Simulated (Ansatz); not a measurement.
Here is the system:

Sn (beta-Sn type, space group I4_1/amd)

```xyz
2
Lattice="-2.9431 2.9431 1.5919 2.9431 -2.9431 1.5919 2.9431 2.9431 -1.5919" Properties=species:S:1:pos:R:3 pbc="T T T"
Sn     0.0000     2.9431     0.7959
Sn     0.0000     0.0000     0.0000
```

Equation-of-state scan: isotropic scaling of the cell above, V₀ being its volume. Symmetry pins the atoms to their sites.

Computed with r2SCAN (plane waves to 500 eV, PAW, scalar-relativistic; Ansatz, a first-principles code). k mesh 17×17×17 (Γ-centred), Fermi-Dirac smearing 0.05 eV. Energies are smeared free energies. Stress and pressure are positive under compression. With the shape held, the modulus is that of even scaling; a crystal free to change shape is softer. Sn was relaxed with its symmetry unable to fall. The zero of ΔE is the relaxed starting cell.

The scan covers V/V₀ from 0.840 to 1.160 in 9 points.

Question: What is the fitted pressure derivative B₀′?

Answer: 4.9.

Question: What bulk modulus at fixed cell shape B₀ follows from a third-order Birch-Murnaghan fit?

Answer: 54.1 GPa.

(Under strain, the slope of the energy per volume gives the stress and its curvature an elastic modulus.)
